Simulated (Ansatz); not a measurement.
TiNi (CsCl type, space group No. 221), a = b = c = 2.989 Å, α = β = γ = 90.00°.

Relaxed with r²SCAN.

Question: Tabulate the valence density and the electron localisation function along the shortest Ti–Ti contact (2.99 Å), r²SCAN in the plane-wave PAW code Ansatz.

Answer: 

```csv
distance from Ti (Å),density (e/Å³),ELF
0.30,8.73,0.28
0.45,6.32,0.57
0.60,3.48,0.62
0.75,1.43,0.46
0.90,0.53,0.18
1.05,0.27,0.08
1.20,0.20,0.09
1.34,0.18,0.17
1.49,0.17,0.21
1.64,0.18,0.17
1.79,0.20,0.09
1.94,0.27,0.08
2.09,0.53,0.18
2.24,1.43,0.46
2.39,3.48,0.62
2.54,6.32,0.57
2.69,8.73,0.28
```

The density is the valence pseudo-density with augmentation charge, so density and ELF within about 1 Å of a nucleus are not all-electron values.

Space group Pm-3m (CsCl type). The first step of the workflow began from a Materials Project structure, measured or hypothetical; the Crystallography Open Database copy checked does not list it. COD files the formula under space group No. 11, 147, so this cell is another polymorph or a model. With Ti and Ni taken as one species the cell has the higher symmetry Im-3m, so it may be an ordered model of a mixed-site phase. Whether it is the stable phase at ambient conditions was not checked. The cell was relaxed with r²SCAN under the symmetry of its start; of distortions, only those at the zone centre were tested. No spin polarisation was allowed.

Potentials: the later of the program's two PAW sets.
